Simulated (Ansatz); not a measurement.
A generator proposed this cell of ZrTa2C2.

```yaml
crystal:
  lattice:
    - [4.07856, 0.00000, 0.00000]
    - [0.00000, 4.07856, 0.00000]
    - [0.00000, 0.00000, 5.55424]
  atoms:
    - { symbol: Zr, position: [0.00000, 0.00000, 0.23090] }
    - { symbol: Ta, position: [0.50000, 0.00000, 0.82429] }
    - { symbol: Ta, position: [0.00000, 0.50000, 0.82429] }
    - { symbol: C, position: [0.00000, 0.00000, 0.83832] }
    - { symbol: C, position: [0.00000, 0.00000, 0.61597] }
```

These are results of DFT PBE, scalar-relativistic, plane waves, PAW in Ansatz, not measurements. Settings: cutoff 420 eV, Γ-centred mesh 4×4×4 on the computed 5-atom cell, Gaussian smearing of 0.10 eV; no spin polarisation.

The zero of energy is the elements' standard structures at the same level; no fitted shifts are applied.

**Question.** How far from equilibrium is it?

**Answer.** The pressure is 18.2 GPa (the mean over three directions, positive in compression), the largest force is 10.81 eV/Å, and the energy is +0.86 eV/atom against the elements. The shortest distance is 1.23 Å.

**Question.** Is it a good guess?

**Answer.** A rough one: relaxing gains about 0.35 eV/atom (the start's value is from the coarse mesh, so the gain is rough) in 12 ionic steps and ends at +0.51 eV/atom on the finer mesh. The symmetry goes from P4mm (No. 99) to P4/mmm (No. 123). The volume per atom grows by 4.6 %, from 18.5 to 19.3 Å³. The shortest distance goes from 1.23 Å (C–C) to 1.46 Å (C–C). Conventional cell: a = 4.130 Å, c = 5.668 Å. Zr has 2 C at 2.10 Å and 8 Ta at 3.51 Å; around Ta lie 4 C at 2.19 Å, 4 Ta at 2.92 Å and 4 Zr at 3.51 Å; C is surrounded by 1 C at 1.46 Å, 1 Zr at 2.10 Å and 4 Ta at 2.19 Å.

The last run used a 10×10×8 mesh (in the run's order of axes) for its 5-atom cell and Gaussian smearing of 0.10 eV. Spin–orbit coupling, which can matter for Ta, is left out. The reference form of C is held partly by dispersion forces, which this level lacks. The relaxation can't lower the symmetry of the start, and the grade says only how near the guess is to its own end. Symmetry constrained the relaxation, so the result can be a saddle point. Another cell of ZrTa2C2 relaxed alike, in R-3m, lies 1.24 eV/atom lower, so this cell isn't the stable form at this level.
